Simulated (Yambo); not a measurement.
```
CaAlSiH
1.0
    4.12424     0.00000     0.00000
   -2.06212     3.57169     0.00000
    0.00000     0.00000     4.53257
H Al Si Ca
1 1 1 1
Cartesian
  2.06212   1.19056   0.33199
  2.06212   1.19056   2.09892
  0.00000   2.38113   2.56021
  0.00000   0.00000   0.02508
```

CaAlSiH (space group P3m1, No. 156): mean Im ε in 1 eV windows above the direct gap of 2.02 eV, for different electron-hole kernels (Yambo, broadening 0.15 eV, norm-conserving PBEsol (Quantum ESPRESSO, 72 Ry, scalar-relativistic) bands; 9×9×6 mesh, 3 valence and 8 conduction bands, static screening with 34 bands and a 4 Ry block, scissor 0.91 eV, Tamm-Dancoff; field along x).

```tsv
window (eV)	independent quasiparticles	RPA (no attraction)	BSE
2.0 to 3.0	8.2	6.5	11
3.0 to 4.0	27	23	30
4.0 to 5.0	17	15	14
5.0 to 6.0	9.4	11	7.3
```

This run doesn't resolve bound excitons or single peaks, so only averages are given, and they too depend on the mesh; weight that the attraction moves below the gap isn't listed. All transitions below 6.69 eV are in the band window. The scissor comes from a G0W0 run whose convergence isn't established.

Geometry relaxed with PBEsol.

The structure is a Materials Project entry; no match was found in the copy of COD used, and its stability was not checked.
